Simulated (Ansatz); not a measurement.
**Structure relaxation, Ba**

The start is a relaxed Ba cell, doubled along one cell vector, shaken by Gaussian noise of σ = 0.08 Å a coordinate. The structure is fully relaxed (lattice and positions, P = 0) with r2SCAN (plane waves to 500 eV, PAW, scalar-relativistic; Ansatz, an electronic-structure program). First-step values are on the input's coarse k-mesh.

Ansatz input (later rounds restart from its end on a renewed k-mesh):
Ansatz 0.2 input:
```yaml
crystal:
  lattice:
    - [7.3165644196, 0, 0]
    - [-3.6582822098, 6.3363306558, 0]
    - [0, 0, 8.5778133852]
  atoms:
    - { symbol: Ba, position: [0.0063759532, -0.0012676204, 0.0039734891] }
    - { symbol: Ba, position: [-0.0022094175, -0.0037873333, 0.5185003053] }
    - { symbol: Ba, position: [0.3351954943, 0.6759372024, 0.2686313349] }
    - { symbol: Ba, position: [0.332577134, 0.669100315, 0.7354766286] }
    - { symbol: Ba, position: [0.6486821053, 0.3388608143, 0.2528284786] }
    - { symbol: Ba, position: [0.6650597065, 0.336803832, 0.7451191577] }
basis: { ecutwfc: 500, ecutrho_ratio: 4, xc_grid: 4, fft_grid_basis: typed }
kpoints: { mp_grid: { grid: [5, 5, 4] } }
hamiltonian:
  xc: r2scan
  dispersion: none
  pseudopotentials: { azcp: { folder: ./paw }, kind: paw }
scf: { occupations: { method: fermi_dirac, width: 0.05 } }
relax: { f_tol: 0.01, max_steps: 100, cell: { stress_tol: 0.02 } }
output: { forces: true, stress: true }
```

### Question
What is the largest force in the starting geometry, and on which atom (counted from 1)?

### Answer
0.31 eV/Å, on Ba3, Ba4 (atoms numbered as listed).

### Question
How does the volume per atom move from start to end?

### Answer
-1.7 %, from 66.28 to 65.12 Å³/atom.

### Question
Is the relaxed structure metallic? Give its gap.

### Answer
Zero (metallic).

### Question
Write out the relaxed structure.

### Answer

Space group Im-3m (No. 229); a = 5.0690 Å, b = 5.0690 Å, c = 5.0690 Å, α = 90.00°, β = 90.00°, γ = 90.00°

| atom | site | symmetry | x | y | z |
|---|---|---|---|---|---|
| Ba | 2a | m-3m | 0.0000 | 0.0000 | 0.0000 |
(The calculation used a cell of 1 atom; values per cell refer to that cell.)

Final values are on a 13×13×13 k-mesh of the relaxed cell. No spin polarisation in the result.

Of the parent cell (P6/mmm (No. 191)): it is a generated cell of Ba: the first start was made by placing the elements on the sites of a structure type, and the end was not matched to a known phase here, so it may be hypothetical. Known forms of Ba include space group No. 229.
